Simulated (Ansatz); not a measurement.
Data:

WC (WC type, space group P-6m2)

```yaml
crystal:
  lattice:
    - [5.84370, 0.00000, 0.00000]
    - [-1.46093, 2.53040, 0.00000]
    - [0.00000, 0.00000, 2.84710]
  atoms:
    - { symbol: W, position: [0.00000, 0.00000, 0.00000] }
    - { symbol: W, position: [0.50000, 0.00000, 0.00000] }
    - { symbol: C, position: [0.33333, 0.33333, 0.50000] }
    - { symbol: C, position: [0.83333, 0.33333, 0.50000] }
```

Scan: atom 1 (W, nearest neighbour C at 2.207 Å; its periodic images, 2.8 Å or more away, move with it) is displaced towards the nearest neighbour, direction (0.662, 0.382, 0.645) in Cartesian axes, by s. The other atoms stay.

Level of theory: PBE (plane waves to 420 eV, PAW, scalar-relativistic; Ansatz, a program for electronic structure). k mesh 15×15×13 (Γ-centred), Fermi-Dirac smearing 0.05 eV. The energy includes the smearing's −TS. Left out: 1 of 11 points, with atoms too close for the PAW data. With partly filled bands, energies and forces of such displacements shift with the k mesh and the smearing. Spin-orbit coupling is left out, though W is heavy. WC is run without spin polarisation. WC was relaxed with its symmetry unable to fall. The zero of ΔE is the undisplaced structure.

The scan covers s from -0.440 to 0.352 Å in 10 points.

Is this a single well or a double well?

A single well with its minimum at or next to zero displacement.

Is the energy the same for displacements of ±0.352 Å, and if not, which side lies higher?

Not even: the positive side lies higher at ±0.352 Å. With its periodic images moving along, the atom's site symmetry in this cell is mm2.

What force acts on the atom along the line at s = -0.440 Å?

9.51 eV/Å.

What is the force constant k = d²E/ds² of this move at s = 0?

25.9 eV/Å².

(A displaced cell: forces are minus the slopes of the energy, force constants its curvatures, and phonons follow from these.)
